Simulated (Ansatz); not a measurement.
SnSb:
```
CELL_PARAMETERS angstrom
      0.00000     3.04265     3.04265
      3.04265     0.00000     3.04265
      3.04265     3.04265     0.00000
ATOMIC_POSITIONS crystal
  Sn 0.00000 0.00000 0.00000
  Sb 0.50000 0.50000 0.50000
```

Relaxed with PBEsol. Special points in fractions of this cell's reciprocal vectors: Γ (0.000, 0.000, 0.000); X (0.500, 0.000, 0.500); U (0.625, 0.250, 0.625); K (0.375, 0.375, 0.750); L (0.500, 0.500, 0.500); W (0.500, 0.250, 0.750).

Problem. List the band energies nearest the Fermi level at these points for plane-wave PAW PBEsol (Ansatz code).

Solution. In eV from the Fermi level; about four levels below and three above (degenerate sets whole), none deeper than 8.9 eV; points with the same levels are listed once.

```csv
k,below,above
Γ,-2.30 -0.81 -0.81 -0.81,4.61 4.61 4.61
X,-5.55 -5.30 -2.98 -2.98,2.43 6.95 6.95
U,-7.10 -4.82 -2.38 -1.72,4.35 4.60 5.39
L,-8.20 -0.18 -0.18,0.88 0.88 1.23
W,-8.86 -7.07 -4.39 -4.39,1.02 1.76 5.63 5.63
```

Space group Fm-3m (rock salt). The workflow started from an entry of the Crystallography Open Database (COD), which files this formula under 2 space groups. Its standing as an ambient phase is unchecked. Symmetry was held in the PBEsol relaxation; its stability against distortions is not shown here. Scalar-relativistic: spin–orbit coupling is off unless named, which matters more the heavier the elements.

Potentials: the later of the program's two PAW sets.
